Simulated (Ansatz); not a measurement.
**Data sheet: C (DFT)**

C:
```
CELL_PARAMETERS angstrom
      2.59171     0.00000     0.00000
      0.00000     2.59171     0.00000
      0.00000     0.00000     5.96607
ATOMIC_POSITIONS crystal
  C  0.00000 0.00000 0.75000
  C  0.00000 0.00000 0.25000
  C  0.50000 0.00000 0.88856
  C  0.50000 0.00000 0.11144
  C  0.00000 0.50000 0.38856
  C  0.00000 0.50000 0.61144
```

Space group P4_2/mmc (No. 131); conventional cell a = b = 2.5917 Å, c = 5.9661 Å, α = β = γ = 90.00°.

Method: DFT-r²SCAN in the program Ansatz with PAW potentials. Structure relaxed to zero pressure with the same functional. Other levels are named where they apply.

**Cell and energy**

Volume per atom: 6.68 Å³
Density: 2.99 g/cm³

**Electronic structure**

Electronic character: metallic (no gap)
Density of states at the Fermi level: 0.09 states/eV per atom (mean over ±0.08 eV)

**Mechanics**

Bulk modulus (Birch–Murnaghan fit): 331 GPa
Pressure derivative B′: 3.9
Elastic constants (relaxed ions, GPa): C11 = 765, C12 = 38.6, C13 = 80.7, C33 = 1220, C44 = 90.2, C66 = 70.0
Mechanical stability: stable (all eigenvalues of C positive)
Hill bulk and shear moduli: 341 and 170 GPa
Young's modulus: 438 GPa
Poisson's ratio: 0.29
Debye temperature from the elastic constants: 1330 K

The start of the workflow was typed in or built on a structure type; neither database checked (COD, Materials Project) lists it. It is not the phase usual at ambient conditions (space group No. 194, 227). Symmetry was held in the r²SCAN relaxation; its stability against distortions is not shown here. As this level gives no gap, shear constants depend on the k-mesh and smearing (Fermi–Dirac, 0.1 eV here).

Potentials: the later of the program's two PAW sets.
